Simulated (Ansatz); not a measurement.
Question: Each is relaxed and computed with r²SCAN in the plane-wave PAW code Ansatz. Which is the only metal?
A) SiB12C2, R-3m (B on 18h, B on 18h, C on 6c, Si on 3b)
B) SiBMo, Cmcm (Si on 4c, B on 4c, Mo on 4c)
C) SiBCN, R3m (B on 3a, N on 3a, Si on 3a, C on 3a)
D) SiBi2O5, Cmcm (Pearson symbol oS32)

Answer: B, SiBMo, Cmcm (Si on 4c, B on 4c, Mo on 4c). SiBMo: metal; SiB12C2: gap 1.87 eV (indirect); SiBCN: gap 0.64 eV (indirect); SiBi2O5: gap 3.29 eV (indirect). Typed or built starts, not in the databases checked: SiBMo, Cmcm (Si on 4c, B on 4c, Mo on 4c); SiB12C2, R-3m (B on 18h, B on 18h, C on 6c, Si on 3b); SiBCN, R3m (B on 3a, N on 3a, Si on 3a, C on 3a); SiBi2O5, Cmcm (Pearson symbol oS32). All cells were relaxed under the symmetry of their starts (and spin orders); stability against distortions was not tested throughout. Named crystals with no word on spin ran without spin polarisation. Scalar-relativistic: spin–orbit coupling is off unless named, which matters more the heavier the elements.

Potentials: the earlier of the program's two PAW sets. The files were generated under PBE; for other functionals the program regenerates the frozen cores, and for LDA and PBEsol the local potential too.
